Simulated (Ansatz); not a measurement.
# NaCd$_{2}$PdF$_{11}$: reading a single point

```yaml
crystal:
  lattice:
    - [5.95264, -2.04848, 5.12458]
    - [-0.82789, 5.90570, 0.00000]
    - [-2.25669, -2.04848, 5.12458]
  atoms:
    - { symbol: Na, position: [0.00000, 0.00000, 0.00000] }
    - { symbol: F, position: [0.34790, 0.73960, 0.26080] }
    - { symbol: F, position: [0.65210, 0.26040, 0.73920] }
    - { symbol: F, position: [0.50000, 0.50000, 0.50000] }
    - { symbol: F, position: [0.69850, 0.20330, 0.22040] }
    - { symbol: F, position: [0.30150, 0.79670, 0.77960] }
    - { symbol: Cd, position: [0.23130, 0.49930, 0.50070] }
    - { symbol: Cd, position: [0.76870, 0.50070, 0.49930] }
    - { symbol: Pd, position: [0.50000, 0.00000, 0.00000] }
    - { symbol: F, position: [0.99980, 0.33440, 0.33510] }
    - { symbol: F, position: [0.00020, 0.66560, 0.66490] }
    - { symbol: F, position: [0.30110, 0.22070, 0.20260] }
    - { symbol: F, position: [0.69890, 0.77930, 0.79740] }
    - { symbol: F, position: [0.10980, 0.26620, 0.73360] }
    - { symbol: F, position: [0.89020, 0.73380, 0.26640] }
```

Method: r2SCAN, no spin polarisation; PAW, plane waves to 500 eV, 3×4×4 (shifted by 0.5, 0.5, 0.5 steps) mesh, fermi-dirac occupations (width 0.1 eV) (Ansatz 0.2.0), atoms fixed.

(1) What is the formation energy?

(2) Is there a gap?

(3) Is the cell too large or too small?

(4) Describe some of the short contacts.

Origin: a known structure type with other elements, at an estimated volume, so it need not be a known compound. Caveats: many states at the Fermi level without spin polarisation, so a magnetic state may lie lower; atoms or cell far from equilibrium.

Results:

(1) -1.51 eV an atom against the elements' usual phases (free molecules for gases, crystals otherwise, with no correction for O₂ or N₂), so it is bound against them; other compounds may still compete. Relaxing would lower it.

(2) It is a metal on this mesh, though the bands barely overlap, with about 11 states/eV a cell as the mean within 0.25 eV of the Fermi level, mostly F p (83 %).

(3) The pressure is -5.4 GPa (compression positive), so with the atoms held at these fractions the cell would first shrink; the forces are large, so a full relaxation may end otherwise. The principal stresses -8.0, -6.1, -2.2 GPa differ, so its shape would change too.

(4) Cd–F at 2.00 Å: least valence density 0.68 e/Å³ and ELF 0.15 there. F–Pd at 2.23 Å: least valence density 0.40 e/Å³ and ELF 0.16 there. Na–F at 2.30 Å: least valence density 0.11 e/Å³ and ELF 0.02 there. These are pseudo-fields; inside the PAW spheres they differ from the all-electron ones.
